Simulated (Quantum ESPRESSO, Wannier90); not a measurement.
## HfS$_{2}$ (CdI2 type): Wannier90 run

```yaml
crystal:
  lattice:
    - [3.63966, 0.00000, 0.00000]
    - [-1.81983, 3.15204, 0.00000]
    - [0.00000, 0.00000, 6.05556]
  atoms:
    - { symbol: Hf, position: [0.00000, 0.00000, 0.00000] }
    - { symbol: S, position: [0.66667, 0.33333, 0.76395] }
    - { symbol: S, position: [0.33333, 0.66667, 0.23605] }
```

Structure: Materials Project mp-985829, symmetrised, not relaxed again. Not found in the COD (Crystallography Open Database) copy used; not checked further. Computed values, not measurements, from PBEsol: Quantum ESPRESSO (norm-conserving PseudoDojo potentials, cutoff 47 Ry, no spin polarisation, no spin-orbit coupling) on a Γ-centred 12×12×6 mesh, then Wannier90. Density: 12×12×6 mesh, cold smearing 0.01 Ry. The cell is built of weakly bound layers, chains or molecules, whose nearest atoms lie 3.83 Å apart. Database cells relaxed without dispersion often hold them too far apart, which can enlarge gaps and weakens couplings between them; spacing and stacking were not compared with the measured crystal. Spin-orbit coupling is left out although heavy elements are present.

Base run: 11 functions from bands 7-27 of the 27 computed, start hydrogen-like Hf: d; S: p, centres 0.05 Å off the atoms, frozen window up to 2.63 eV relative to the valence-band maximum, outer window open. One thing is changed at a time; window edges are relative to the valence-band maximum. The misfit compares interpolated bands with pw.x on a high-symmetry path, for states up to 2.1 eV relative to the valence-band maximum. Converged means that the tolerances were met: symmetric starts can stop on a saddle, which shows as a larger Ω_OD at equal Ω_I and can move the misfit too.

```tsv
setting	functions	frozen to (eV)	Ω_I (Å²)	Ω_D (Å²)	Ω_OD (Å²)	rms misfit (meV)	worst (meV)	ended
base	11	2.63	19.48	0.01	0.84	0.3	2.8	converged
```

**Question.** Starting from this base row, predict which settings stop with an error, and how Ω_I and the misfit move in the others: frozen window to 3.63 eV; frozen window to 1.63 eV; outer window to 11.89 eV.

**Answer.** 
| setting | functions | frozen to (eV) | Ω_I (Å²) | Ω_D (Å²) | Ω_OD (Å²) | rms misfit (meV) | worst (meV) | ended |
|---|---|---|---|---|---|---|---|---|
| frozen window to 3.63 eV | 11 | 3.63 | 20.28 | 0.01 | 0.95 | 0.2 | 1.2 | converged |
| frozen window to 1.63 eV | 11 | 1.63 | 18.91 | 0.01 | 0.70 | 21 | 151 | converged |
| outer window to 11.89 eV | 11 | 2.63 | 20.77 | 0.01 | 0.96 | 0.2 | 2.4 | converged |

Runs of this sweep that didn't settle are not listed.
